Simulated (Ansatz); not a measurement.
ZnGaNO:
```
ZnGaNO
1.0
    5.60100     0.00000     0.00000
    0.00000     6.43175     0.00000
    0.00000     0.00000     5.18699
Zn Ga O N
4 4 4 4
Direct
  0.07658   0.61499   0.00935
  0.92342   0.38501   0.50935
  0.57658   0.88501   0.00935
  0.42342   0.11499   0.50935
  0.08154   0.13422   0.99493
  0.91846   0.86578   0.49493
  0.58154   0.36578   0.99493
  0.41846   0.63422   0.49493
  0.07036   0.11385   0.36719
  0.92964   0.88615   0.86719
  0.57036   0.38615   0.36719
  0.42964   0.61385   0.86719
  0.09814   0.63300   0.38853
  0.90186   0.36700   0.88853
  0.59814   0.86700   0.38853
  0.40186   0.13300   0.88853
```

Relaxed with r²SCAN.

Question: Map the electron localisation function on the plane through (0.077, 0.615, 0.009) spanned by u = [0, 1, 0] and v = [0, 0, 1] in lattice vectors, from the program Ansatz at the r²SCAN level (PAW).

Answer: x is the fraction of u, y of v (the angle between them is 90°; rows are the nearest grid lines); atoms in the plane: Zn at (0.00, 0.00), Ga at (0.52, 0.99), O at (0.50, 0.36).
```
|000011134442110000002235553110000|
|000011256653210000002246664210000|
|000111478875221000012356775211000|
|001112688886321100122357776311100|
|111113678876421122222356665421111|
|110013567765321111112344554321111|
|000001345554210001111233333211000|
|000001123332100000001112221110000|
|111111111111000000000111111111111|
|333221111111000000000111111111233|
|666542222111112333211112222113466|
|888864222211245676531112221124788|
|889996322212689999985111111248998|
|437997422113799878997211111269984|
|115998521124898646998411111379961|
|326998521125898535898511112489973|
|778998521125899767998510012479997|
|999987421014799999997410011368999|
|999875310013589999875210001246789|
|444443200001356766532100000122334|
|001111100000111111121111111111100|
|000111111111121100012222221111000|
|000011112221121000012223432110000|
|000011134442110000002235553110000|
```
Scale: ten equal steps from 0.000 (start of '0') to 0.833 (end of '9'), in the order '0123456789'; x runs from 0.000 to 1.00, y from 0.000 (bottom) to 1.00 (top).

The density is the valence pseudo-density with augmentation charge, so density and ELF within about 1 Å of a nucleus are not all-electron values.

Space group Pna2_1. The start of the workflow was typed in or built on a structure type; neither database checked (COD, Materials Project) lists it. Whether it is the stable phase at ambient conditions was not checked. The cell was relaxed with r²SCAN under the symmetry of its start; whether a distortion lowers the energy is not shown.

Potentials: the earlier of the program's two PAW sets.
